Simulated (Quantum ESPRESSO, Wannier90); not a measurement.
In$_{2}$O$_{3}$ (corundum), plane waves to Wannier functions

```
begin unit_cell_cart
ang
   -2.7581050016    4.7771779954    0.0000000000
   -5.5162100032    0.0000000000    0.0000000000
   -2.7581050016    1.5923926651    4.8636870000
end unit_cell_cart
begin atoms_frac
In  -0.1428800000 -0.1428800000  0.4286400000
In   0.1428800000  0.1428800000 -0.4286400000
In  -0.3571200000 -0.3571200000  0.0713600000
In   0.3571200000  0.3571200000 -0.0713600000
O    0.0464950000  0.4535050000 -0.2500000000
O   -0.0464950000 -0.4535050000  0.2500000000
O   -0.2500000000  0.0464950000 -0.2500000000
O    0.2500000000 -0.0464950000  0.2500000000
O    0.4535050000 -0.2500000000 -0.2500000000
O   -0.4535050000  0.2500000000  0.2500000000
end atoms_frac
```

Cell from Materials Project (mp-22323), symmetrised, no further relaxation. COD (Crystallography Open Database) has the formula in 3 space groups, this one among them (matched by group alone). Method: PBEsol plane waves in Quantum ESPRESSO 7.5 (PseudoDojo norm-conserving files, 68 Ry, no spin polarisation, no spin-orbit coupling), Bloch states on a 4×4×4 mesh through Γ, Wannier90 4.0.1. Density: 8×8×8 mesh, Gaussian smearing 0.01 Ry. Spin-orbit coupling is left out although heavy elements are present.

A tight-binding model is made by disentanglement and projection with no localisation steps (num_iter = 0), so the 40 orbitals stay atom-like: hydrogen-like In: s;p; O: s;p, axes along x, y, z; frozen window up to 2.58 eV relative to the valence-band maximum. It follows pw.x to 0.8 meV rms for states up to 2.1 eV relative to the valence-band maximum. Matrix elements depend on this choice of orbitals and windows. Bands 7–26 (In 4d 95 %) lie between the kept ones and are excluded.

**Question.** Which pairs of orbitals on different sites are coupled most strongly? Give distance, modulus and how many such pairs a cell has.

**Answer.** 
```
orbital  orbital  distance of the centres (Å)  modulus (eV)  pairs
-------  -------  ---------------------------  ------------  -----
In px       O px                         2.24          1.90      4
In s        O px                         2.13          1.75      4
In px        O s                         2.23          1.63      4
In s        O py                         2.14          1.60      4
In py        O s                         2.23          1.51      4
In py       O py                         2.24          1.47      4
In s        O py                         2.13          1.44      4
In px       O pz                         2.18          1.31      4
In py        O s                         2.14          1.31      4
In pz       O px                         2.40          1.29      4
In px       O py                         2.14          1.26      4
In py       O px                         2.15          1.26      4
In pz       O px                         2.06          1.17      4
In px       O pz                         2.23          1.16      4
In py       O pz                         2.18          1.15      4
In s        O pz                         2.27          1.14     12
In s        O px                         2.25          1.13      4
In pz       O py                         2.40          1.12      8
In py       O pz                         2.26          1.12      4
In py      In py                         3.39          1.08      2
In pz       O py                         2.06          1.04      4
In py       O py                         2.14          1.02      4
In py       O pz                         2.23          1.02      4
In s        O px                         2.14          1.02      4
In py       O px                         2.24          1.00      4
In s        O py                         2.26          1.00      4
In px       O py                         2.06          1.00      4
In px        O s                         2.14          0.99      4
In pz       O py                         2.06          0.99      4
In py       O pz                         2.14          0.99      4
```
